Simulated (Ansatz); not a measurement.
Ansatz input

```yaml
crystal:
  lattice:
    - [3.8230169518, 0.0, 0.0]
    - [-1.9115084759, 3.3108297993, 0.0]
    - [0.0, 0.0, 2.299245091]
  atoms:
    - { symbol: Ni, position: [1.0, 1.0, 0.0] }
    - { symbol: Ni, position: [0.3333333333, 0.6666666667, 0.5] }
    - { symbol: Ni, position: [0.6666666667, 0.3333333333, 0.5] }
hamiltonian:
  xc: pbesol
  pseudopotentials:
    kind: paw
    azcp:
      Ni: "pseudopotentials/Ni.paw.azcp"
basis:
  ecutwfc: 420
  fft_grid_basis: typed
kpoints:
  mp_grid: { grid: [10, 10, 15], shift: [0, 0, 0] }
magnetization:
  spin_polarized: false
scf:
  occupations: { method: fermi_dirac, width: 0.1 }
  lower_state_search: "off"
output:
  stress: true
  write_density: true
  write_potential: true
  elf: true
  volumetric_format: npy
```

Output

```
Warning: the record states the generating functional pbe (its physics header spells it `PBE`), which answers neither for hamiltonian.xc's functional nor for the pbesol family's — results may be inconsistent (PPs are generated against a specific XC)
Engine: ansatz 0.2.0, x86_64-unknown-linux-gnu
Pseudopotentials: kind: paw
Pseudopotential: Ni, paw, valence charge 18, recommended cutoff 420 eV (normal) 
Functional definition: PBEsol
  exchange = pbesol_x
  correlation = pbesol_c
Crystal: 3 atoms, lattice volume = 29.102 Å³
Basis set: ecut = 420 eV, 571 PW (Γ)
Bands: 33, of which v1, the nominal top of the filled ones, is band 27 counted from 1 (26 counted from 0)
Symmetry: 24 space group operations
Space group: P6/mmm (ITA 191), of the structure as read, at distance tolerance 3.1e-5 Å
k-points: 112 of 1500
Non-local potential: Ni, projectors of the file, l = 0: 3, l = 1: 2, l = 2: 3, l = 3: 1
PAW form: soft (Blöchl's): semilocal exchange-correlation on the pseudo side does not see the compensation charge
PAW frozen core: Ni, regenerated for the run's functional, and the local potential with it (the file was generated under x = pbe(κ = 0.804, μ = 0.2195149727645171), c = pbe(β = 0.06672455060314922))
PAW one-centre angular grid: Ni, 590 points (default); XC on 64 Gauss nodes
Initial density: superposition of atomic densities (neutral atoms: chi_scale 0, normalization atom), corrected by the library's trained network
Initial wavefunctions: pseudopotential atomic-orbital guess
Functional: x = pbesol(κ = 0.804, μ = 0.12345679012345678), c = pbesol(β = 0.046)
SCF iter   1: F=—  HF=-17414.402500 eV  |F-HF|=—  |Δ(HF+E_count)|=         —  Δρ=2.98e-2  dr2=1.29e-1  ethr=1.77e-3  ⟨swp⟩=4.9  Hψ=12082  notcnv=0  defer=32
SCF iter   2: F=—  HF=-17414.381930 eV  |F-HF|=—  |Δ(HF+E_count)|=   2.06e-2  Δρ=1.22e-2  dr2=2.77e-2  ethr=2.39e-4  ⟨swp⟩=2.0  Hψ=5116  notcnv=0  defer=41
SCF iter   3: F=—  HF=-17414.378304 eV  |F-HF|=—  |Δ(HF+E_count)|=   3.63e-3  Δρ=1.58e-3  dr2=4.74e-4  ethr=5.13e-5  ⟨swp⟩=1.8  Hψ=4418  notcnv=0  defer=41
SCF iter   4: F=—  HF=-17414.378201 eV  |F-HF|=—  |Δ(HF+E_count)|=   1.03e-4  Δρ=9.13e-4  dr2=1.04e-4  ethr=8.78e-7  ⟨swp⟩=2.2  Hψ=5947  notcnv=0  defer=41
SCF iter   5: F=—  HF=-17414.378190 eV  |F-HF|=—  |Δ(HF+E_count)|=   1.05e-5  Δρ=1.35e-4  dr2=2.12e-6  ethr=1.93e-7  ⟨swp⟩=1.0  Hψ=3656  notcnv=0  defer=41
SCF iter   6: F=—  HF=-17414.378192 eV  |F-HF|=—  |Δ(HF+E_count)|=   1.84e-6  Δρ=1.68e-5  dr2=2.90e-8  ethr=1.85e-10  ⟨swp⟩=9.9  Hψ=28808  notcnv=0
SCF iter   7: F=-17414.378192 eV  HF=-17414.378192 eV  |F-HF|=3.81e-9  |Δ(HF+E_count)|=   1.22e-8  Δρ=4.62e-6  dr2=3.47e-9  ethr=5.37e-11  ⟨swp⟩=6.7  Hψ=24055  notcnv=0
the search or the solves at the SCF's close seem to have found levels that the self-consistency loop had missed (the run counts 1). By its estimate they hold under 1e-12 electrons; where the run keeps them, the occupations were computed again with them
SCF 1 converged in 7 iterations: F = -17414.378192 eV  dr2 = 3.47e-9
SCF converged after 7 iterations
Free energy (F): -17414.378192 eV
Harris-Foulkes:  -17414.378192 eV  (|F-HF|=3.81e-9)
Internal energy: -17414.147471 eV  (E = F + TS)
E sigma→0 (E₀):  -17414.262831 eV
Entropy (-TS):   -0.230721 eV (-76.907 meV/atom)
Fermi energy:    20.635007 eV
--- Per-component energies (eV) ---
  E_band       = -720.786793
  E_kinetic    = 856.024504
  E_local      = -9767.760814  (includes V_loc(G=0)·N_el)
  E_nonlocal   = 1908.977879
  E_hartree    = 4090.590973
  E_xc         = -256.977278
  E_vxc        = -332.701734  (∫ρ·V_xc dr)
  E_paw        = -4782.862591  (= ΣΔE_a)
  E_vpaw       = -1566.509216  (= ΣTr[D̂ρ^β])
  E_aug_tail   = 0.001490  (compensation charges beyond the density's cutoff)
  E_ewald      = -9462.733501
  E_core_change = 0.591867  (= ΣΔE_core)
  E_smearing   = -0.230721  (= −TS)
  E_closure    = -0.000000  (closes the sum)
  Σ components = -17414.378192   (vs F -17414.378192, Δ=0.00e0)
--- Stress (GPa, compression-positive) ---
       23.021771      -0.000000       0.000000
       -0.000000      23.021771       0.000000
        0.000000       0.000000      21.953118
  P = ⅓ Tr σ = 22.6656 GPa (226.656 kbar)
--- Band table (eV; the first three rows and the last of 112) ---
  k-point 0: bands = ["-82.3895", "-82.3090", "-82.2091", "-43.0617", "-43.0617", "-42.8441", "-42.8441", "-42.7559", "-42.6795", "-42.6781", "-42.6576", "-42.6576", "10.7792", "16.0177", "17.3534", "17.3534", "17.3628", "17.3628", "17.5734", "18.0879", "18.7672", "18.7672", "19.3914", "19.3914", "19.4574", "19.4574", "20.7463", "20.7463", "27.4406", "27.4406", "27.4614", "27.4614", "30.1660"]
  k-point 1: bands = ["-82.3880", "-82.3076", "-82.2079", "-43.0604", "-43.0604", "-42.8413", "-42.8413", "-42.7672", "-42.6922", "-42.6894", "-42.6581", "-42.6581", "10.9163", "16.1011", "17.2989", "17.2989", "17.3186", "17.3186", "17.7043", "18.1751", "18.7080", "18.7080", "19.4388", "19.4388", "19.4743", "19.4743", "20.7093", "20.7093", "27.5890", "27.5890", "27.5919", "27.5919", "30.2033"]
  k-point 2: bands = ["-82.3836", "-82.3039", "-82.2044", "-43.0567", "-43.0567", "-42.8334", "-42.8334", "-42.7989", "-42.7279", "-42.7214", "-42.6599", "-42.6599", "11.3207", "16.3322", "17.1385", "17.1385", "17.1955", "17.1955", "18.0833", "18.4340", "18.6136", "18.6136", "19.3775", "19.3775", "19.6464", "19.6464", "20.6212", "20.6212", "27.9599", "27.9599", "28.0303", "28.0303", "30.3027"]
  k-point 111: bands = ["-82.3212", "-82.3116", "-82.1810", "-43.1056", "-42.9876", "-42.9743", "-42.9297", "-42.9193", "-42.8748", "-42.7350", "-42.6772", "-42.6731", "15.5277", "16.3960", "16.7917", "16.9917", "17.0003", "17.1594", "18.0614", "18.4912", "18.7967", "18.9523", "19.4641", "20.5619", "20.6457", "20.7338", "20.9558", "22.3242", "23.9872", "25.1743", "27.8375", "28.2301", "29.2318"]
```
